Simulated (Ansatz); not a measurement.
Level of theory: DFT PBE, scalar-relativistic, plane waves, PAW (Ansatz). All cells share a 420 eV cutoff and Γ-centred k meshes spaced about 0.3 Å⁻¹ or finer (0.25 for metals, 2π included). No spin polarisation in the final relaxations.

All energies are static (0 K, no zero-point motion). All come from trial cells, and lower structures may exist.

Question: Order these relaxed structures of Cd7S by energy, lowest first, with the energy over the lowest of them.
A.

```cif
data_structure
_symmetry_space_group_name_H-M 'P3m1'
_symmetry_Int_Tables_number 156
_cell_length_a 3.8384
_cell_length_b 3.8384
_cell_length_c 16.2194
_cell_angle_alpha 90.000
_cell_angle_beta 90.000
_cell_angle_gamma 120.000
_cell_volume 206.95
loop_
_atom_site_label
_atom_site_type_symbol
_atom_site_symmetry_multiplicity
_atom_site_Wyckoff_symbol
_atom_site_fract_x
_atom_site_fract_y
_atom_site_fract_z
_atom_site_occupancy
Cd1 Cd 1 c 0.66667 0.33333 0.91526 1
Cd2 Cd 1 a 0.00000 0.00000 0.14757 1
Cd3 Cd 1 a 0.00000 0.00000 0.65257 1
Cd4 Cd 1 b 0.33333 0.66667 0.78248 1
Cd5 Cd 1 b 0.33333 0.66667 0.26923 1
Cd6 Cd 1 a 0.00000 0.00000 0.39686 1
Cd7 Cd 1 b 0.33333 0.66667 0.52477 1
S1 S 1 a 0.00000 0.00000 0.99326 1
```

B.

```cif
data_structure
_symmetry_space_group_name_H-M 'P-6m2'
_symmetry_Int_Tables_number 187
_cell_length_a 5.9379
_cell_length_b 5.9379
_cell_length_c 5.9934
_cell_angle_alpha 90.000
_cell_angle_beta 90.000
_cell_angle_gamma 120.000
_cell_volume 183.00
loop_
_atom_site_label
_atom_site_type_symbol
_atom_site_symmetry_multiplicity
_atom_site_Wyckoff_symbol
_atom_site_fract_x
_atom_site_fract_y
_atom_site_fract_z
_atom_site_occupancy
Cd1 Cd 3 j 0.49993 0.99986 0.00000 1
Cd2 Cd 3 k 0.32960 0.16480 0.50000 1
Cd3 Cd 1 d 0.33333 0.66667 0.50000 1
S1 S 1 a 0.00000 0.00000 0.00000 1
```

C.

```cif
data_structure
_symmetry_space_group_name_H-M 'Fm-3m'
_symmetry_Int_Tables_number 225
_cell_length_a 8.9095
_cell_length_b 8.9095
_cell_length_c 8.9095
_cell_angle_alpha 90.000
_cell_angle_beta 90.000
_cell_angle_gamma 90.000
_cell_volume 707.22
loop_
_atom_site_label
_atom_site_type_symbol
_atom_site_symmetry_multiplicity
_atom_site_Wyckoff_symbol
_atom_site_fract_x
_atom_site_fract_y
_atom_site_fract_z
_atom_site_occupancy
Cd1 Cd 24 d 0.00000 0.25000 0.75000 1
Cd2 Cd 4 b 0.50000 0.00000 0.00000 1
S1 S 4 a 0.00000 0.00000 0.00000 1
```

D.

```cif
data_structure
_symmetry_space_group_name_H-M 'P-3m1'
_symmetry_Int_Tables_number 164
_cell_length_a 3.6132
_cell_length_b 3.6132
_cell_length_c 16.9519
_cell_angle_alpha 90.000
_cell_angle_beta 90.000
_cell_angle_gamma 120.000
_cell_volume 191.66
loop_
_atom_site_label
_atom_site_type_symbol
_atom_site_symmetry_multiplicity
_atom_site_Wyckoff_symbol
_atom_site_fract_x
_atom_site_fract_y
_atom_site_fract_z
_atom_site_occupancy
Cd1 Cd 2 d 0.66667 0.33333 0.89952 1
Cd2 Cd 2 d 0.33333 0.66667 0.76880 1
Cd3 Cd 2 d 0.66667 0.33333 0.63538 1
Cd4 Cd 1 b 0.00000 0.00000 0.50000 1
S1 S 1 a 0.00000 0.00000 0.00000 1
```

Answer: D (0 meV/atom), A (35 meV/atom), C (52 meV/atom), B (71 meV/atom). Forms: D P-3m1; A P3m1; C Cd and S ordered on fcc sites, Fm-3m; B P-6m2. Counting Cd atoms around S (those within 1.25 times the shortest such distance or 1.15 times the sum of covalent radii, 1.27 where that leaves under three; a plus sign parts nearer from farther groups; the shortest distance is added where it exceeds 1.18 times the sum of covalent radii): D has S 6; A has S 4; C has S 12 from 3.1 Å; B has S 6+6 from 3.0 Å.

Cells relaxed within their symmetry can be saddle points. Some types were kept out of the candidates beforehand, so the set may lack a known form.
